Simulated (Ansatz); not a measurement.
Method: DFT PBE, scalar-relativistic, plane waves, PAW (Ansatz). All cells share a 420 eV cutoff and Γ-centred k meshes spaced at most about 0.3 Å⁻¹ (about 0.25 or finer for metals, 2π included). No spin polarisation in the final relaxations.

These are static total energies at zero pressure.

Two relaxed structures of Sn₂TeO₂:

A.

```yaml
crystal:
  lattice:
    - [-1.89901, 1.89901, 6.47321]
    - [1.89901, -1.89901, 6.47321]
    - [1.89901, 1.89901, -6.47321]
  atoms:
    - { symbol: Sn, position: [0.65730, 0.65730, 0.00000] }
    - { symbol: Sn, position: [0.34270, 0.34270, 0.00000] }
    - { symbol: Te, position: [0.00000, 0.00000, 0.00000] }
    - { symbol: O, position: [0.25000, 0.75000, 0.50000] }
    - { symbol: O, position: [0.75000, 0.25000, 0.50000] }
```

B.

```yaml
crystal:
  lattice:
    - [3.04055, -4.96119, 0.00000]
    - [3.04055, 4.96119, 0.00000]
    - [0.00000, 0.00000, 3.96196]
  atoms:
    - { symbol: Sn, position: [0.64594, 0.35406, 0.50000] }
    - { symbol: Sn, position: [0.35406, 0.64594, 0.50000] }
    - { symbol: Te, position: [0.00000, 0.00000, 0.50000] }
    - { symbol: O, position: [0.00000, 0.00000, 0.00000] }
    - { symbol: O, position: [0.50000, 0.50000, 0.00000] }
```

Task: Which is lower in energy, and by how much?

Result: A is lower, by 0.62 eV/atom. A has space group I4/mmm (No. 139), 18.7 Å³/atom and no gap on its mesh; B has space group Cmmm (No. 65), 23.9 Å³/atom and no gap. Counting O or Te atoms around Sn (for each partner element, those within 1.25 times its shortest distance or 1.15 times the sum of covalent radii, where it is the nearest in units of that sum or under 1.3; the shortest distance is added where it is long for a bond), A has Sn 8 and B has Sn 5 from 2.5 Å. The denser one is the lower, and pressure would at first widen the difference. In A, Sn has 4 O at 2.25 Å and 4 Te at 3.37 Å; Te has 8 Sn at 3.37 Å, 8 O at 3.75 Å and 4 Te at 3.80 Å; O has 4 Sn at 2.25 Å, 4 O at 2.69 Å and 4 Te at 3.75 Å. In B, Sn is surrounded by 2 O at 2.45 Å, 1 Sn at 2.90 Å and 3 Te at 3.37–3.51 Å; around Te lie 2 O at 1.98 Å; around O on its first site lie 2 Te at 1.98 Å; 1 more site not described. Both come from invented guesses.

These runs have no spin–orbit coupling, which can matter for Te. Cells relaxed within their symmetry can be saddle points.
